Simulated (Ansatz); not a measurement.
**TiAs: strain energy, fitted**

TiAs, P6_3/mmc, a = 3.671 Å, c = 6.040 Å. The structure is a Materials Project entry; whether it is the stable form wasn't checked. Ansatz: r2SCAN, PAW, 500 eV, Γ-centred 18×18×10 mesh on 4 atoms, Gaussian smearing 0.10 eV; no spin polarisation. Series: equal strain along all axes, cell held, atoms fixed by symmetry; x is the strain in per cent. y is the free energy over the unstrained cell, V0 = 17.620 Å³/atom.

```tsv
x (%)	y (meV/atom)
-4.5	?
-3.0	62.67
-1.5	15.02
0.0	0.00
1.5	13.26
3.0	50.94
4.5	109.62
```

Task: Fit y = c2 x² + c3 x³ to the other rows, turn c2 into a modulus, and predict the missing energy.

Result: Least squares on the rows shown. y = 6.3323 x² − 0.20628 x³. In eV per unit strain² c2 is 63.32; the stiffness is B for this strain (E = 9/2 B V0 ε², shape held): 2 × 63.32 × 160.2 / (9 × 17.620) = 128 GPa. At x = -4.5 the fit asked for gives 147.03 meV/atom. The run gave 147.83 meV/atom, so the fit is 0.80 meV/atom too low, 0.54 % of the span of the series, against an rms of 0.27 meV/atom on the fitted rows. The row lies outside the fitted range. With a term in x⁴ added, a fit to the same known rows predicts 149.26 meV/atom, which misses by about as much or more on the other side: the known rows don't fix the higher terms.

Cost: 7 runs of about 5.5 core-minutes in all, on Intel Xeon Platinum 8275CL (Skylake/Cascade Lake) (shared hosts).